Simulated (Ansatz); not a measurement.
This HfPdSe₂ structure is the end of a relaxation. The cell was found from a structure generator's guess, not taken from experiment.

Theory: DFT PBE, scalar-relativistic, plane waves, PAW in Ansatz 0.2.0. Cutoff 420 eV, Γ-centred mesh, Gaussian smearing, no spin polarisation.

```
CELL_PARAMETERS angstrom
3.77887 0.00000 0.00000
0.00000 3.77887 0.00000
0.00000 0.00000 5.75005
ATOMIC_POSITIONS crystal
Hf 0.50000 0.50000 0.50000
Pd 0.50000 0.50000 0.00000
Se 0.00000 0.00000 0.50000
Se 0.00000 0.00000 0.00000
```

Formation energies are uncorrected and refer to the elements' standard structures at the same level.

(1) What space group does it have?

(2) How far does it lie from the elements in energy?

(3) Is it a metal?

Results:

(1) P4/mmm (No. 123). Conventional cell: a = 3.779 Å, c = 5.750 Å. Around Hf lie 4 Se at 2.67 Å and 2 Pd at 2.88 Å; around Pd lie 4 Se at 2.67 Å and 2 Hf at 2.88 Å; Se on its first site has 4 Hf at 2.67 Å and 2 Se at 2.88 Å; Se on its second site has 4 Pd at 2.67 Å and 2 Se at 2.88 Å.

(2) −0.27 eV/atom.

(3) Yes, bands cross the Fermi level on the 12×12×8 mesh.

The last run used a 12×12×8 mesh (in the run's order of axes) for its 4-atom cell and Gaussian smearing of 0.10 eV. These runs have no spin–orbit coupling, which can matter for Hf. The reference form of Se is held partly by dispersion forces, which this level lacks. Symmetry constrained the relaxation, so the result can be a saddle point. Another cell of HfPdSe2 relaxed alike, in P-3m1, lies 0.56 eV/atom lower, so this cell isn't the stable form at this level.
